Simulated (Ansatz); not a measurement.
TiAl (L1₀ or tetragonal B2, P4/mmm) under volume change, DFT-r²SCAN in the program Ansatz with PAW potentials, shape and atoms relaxed at each volume.

| V (Å³/atom) | E − E(relaxed) (meV/atom) | P (GPa) |
|---|---|---|
| 14.609 | [?] | [?] |
| 15.090 | 24.2 | 8.45 |
| 15.572 | 5.8 | 3.92 |
| 16.054 | 0.0 | 0.01 |
| 16.535 | [?] | [?] |
| 17.017 | 19.8 | -6.28 |
| 17.498 | 42.5 | -8.80 |

Problem. Fill in the missing entries.

Solution. 
- 14.609, E − E(relaxed) (meV/atom): 57.3
- 14.609, P (GPa): 13.70
- 16.535, E − E(relaxed) (meV/atom): 5.2
- 16.535, P (GPa): -3.37

Problem. What does a third-order Birch–Murnaghan fit give for V₀, B₀ and B′?

Solution. V₀ = 16.06 Å³/atom, B₀ = 121 GPa, B′ = 3.9.

Symmetry was held in the r²SCAN relaxation. No spin polarisation was allowed.

Potentials: the later of the program's two PAW sets.
